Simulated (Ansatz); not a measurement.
InMo2N:
```cif
data_In2Mo4N2
_chemical_formula_sum 'In2 Mo4 N2'
_space_group_name_H-M_alt 'P63/mmc'
_space_group_IT_number 194
_space_group_name_Hall '-P 6c 2c'
_cell_length_a 3.22107
_cell_length_b 3.22107
_cell_length_c 13.39250
_cell_angle_alpha 90.000
_cell_angle_beta 90.000
_cell_angle_gamma 120.000
loop_
_atom_site_label
_atom_site_type_symbol
_atom_site_symmetry_multiplicity
_atom_site_Wyckoff_symbol
_atom_site_fract_x
_atom_site_fract_y
_atom_site_fract_z
_atom_site_occupancy
In1 In 2 d 0.66667 0.33333 0.25000 1
Mo1 Mo 4 f 0.33333 0.66667 0.07469 1
N1 N 2 a 0.00000 0.00000 0.00000 1
```

Relaxed at zero pressure with plane-wave PAW PBE (Ansatz code).

Question: The volume is raised by 3 % and shape and atoms relax at that volume. What pressure results, and how do the axes share the change?

Answer: -4.2 GPa; a 1.1 %, b 1.1 %, c 0.8 %; the energy rises by 6 meV/atom.

Question: Give the new structure.

Answer: 
Space group P6₃/mmc (No. 194); a = b = 3.257 Å, c = 13.494 Å, α = β = 90.00°, γ = 120.00°

```json
[
 {"atom": "In", "site": "2d", "symmetry": "-6m2", "x": "0.6667", "y": "0.3333", "z": "0.2500"},
 {"atom": "Mo", "site": "4f", "symmetry": "3m.", "x": "0.3333", "y": "0.6667", "z": "0.0731"},
 {"atom": "N", "site": "2a", "symmetry": "-3m.", "x": "0.0000", "y": "0.0000", "z": "0.0000"}
]
```

The phase is kept; no other phase was compared at this pressure.

Space group P6_3/mmc. The start of the workflow was typed in or built on a structure type; neither database checked (COD, Materials Project) lists it. Whether it is the stable phase at ambient conditions was not checked. The PBE relaxation kept the symmetry of its start; whether a distortion lowers the energy is not shown. The workflow began spin-polarised and lost its moments.

Potentials: the earlier of the program's two PAW sets.
